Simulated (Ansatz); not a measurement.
A distorted cell of Al₂Cu (Al2Cu type, space group I4/mcm):

```
Al2Cu
1.0
   -2.97486     2.97486     2.39286
    2.97486    -2.97486     2.39286
    2.97486     2.97486    -2.39286
Al Cu
4 2
Cartesian
  0.93983   3.91469   0.00000
  0.93983   2.03503   2.39286
  2.03503   0.93983   0.00000
  2.03503  -0.93983   2.39286
  0.00000   0.00000   1.19643
  0.00000   0.00000   3.58929
```

The numbers are results of PBE (plane waves to 420 eV, PAW, scalar-relativistic; Ansatz, an electronic-structure program), not measurements. k mesh 12×12×12 (Γ-centred), Fermi-Dirac smearing 0.05 eV. Energies are smeared free energies. Stress and pressure are positive under compression. Al2Cu is run without spin polarisation. Al2Cu was relaxed with its symmetry unable to fall. The PAW data are Ansatz's earlier set.

Task: Give the stress tensor in GPa and the pressure.

Result: 
```
    6.3      0.0      0.0
    0.0      6.3      0.0
    0.0      0.0      6.0
```
The pressure, a third of the trace, is 6.2 GPa.

Task: It is the relaxed cell scaled evenly to V/V₀ = 0.947, atoms relaxed where free. What is its energy relative to the relaxed cell?

Result: 15 meV/atom.

(Under strain, the slope of the energy per volume gives the stress and its curvature an elastic modulus.)
